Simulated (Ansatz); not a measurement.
Relaxed Pt (fcc, Cu type):

```xyz
4
Lattice="3.9181 0.0000 0.0000 0.0000 3.9181 0.0000 0.0000 0.0000 3.9181" Properties=species:S:1:pos:R:3 pbc="T T T"
Pt     0.0000     0.0000     0.0000
Pt     1.9591     1.9591     0.0000
Pt     1.9591     0.0000     1.9591
Pt     0.0000     1.9591     1.9591
```

In this cell atom 4 (Pt, nearest neighbour Pt at 2.771 Å; its periodic images, 3.9 Å or more away, move with it) is moved by s along Cartesian z, unit vector (0.000, 0.000, 1.000); all other atoms and the cell stay fixed.

Computed with PBEsol (plane waves to 420 eV, PAW, scalar-relativistic; Ansatz, a quantum-chemistry and plane-wave program). k mesh 10×10×10 (Γ-centred), Fermi-Dirac smearing 0.05 eV. With partly filled bands, energies and forces of such displacements shift with the k mesh and the smearing. F∥ is the force on the atom along that direction. Pt is run without spin polarisation. Pt was relaxed with its symmetry unable to fall. Spin-orbit coupling is left out, though Pt is heavy. The PAW data are Ansatz's earlier set. 

```json
[
 {"s (Å)": "-0.830", "F∥ (eV/Å)": "12.626"},
 {"s (Å)": "-0.664", "F∥ (eV/Å)": "9.964"},
 {"s (Å)": "-0.498", "F∥ (eV/Å)": "7.091"},
 {"s (Å)": "-0.332", "F∥ (eV/Å)": "4.482"},
 {"s (Å)": "-0.166", "F∥ (eV/Å)": "2.167"},
 {"s (Å)": "0.000", "F∥ (eV/Å)": "0.000"},
 {"s (Å)": "0.166", "F∥ (eV/Å)": "-2.167"},
 {"s (Å)": "0.332", "F∥ (eV/Å)": "-4.482"},
 {"s (Å)": "0.498", "F∥ (eV/Å)": "-7.091"},
 {"s (Å)": "0.664", "F∥ (eV/Å)": "-9.964"},
 {"s (Å)": "0.830", "F∥ (eV/Å)": "-12.626"}
]
```

### Question
What is the force constant k = d²E/ds² of this move at s = 0?

### Answer
12.9 eV/Å². The forces along the line at the two nearest points give (2.167 − (-2.167)) / (2·0.166) = 13.05 eV/Å²; the next pair corrects for the finite step.

(For displaced atoms, the force is minus the slope of the energy, and its curvature is a force constant, which sets phonon frequencies.)
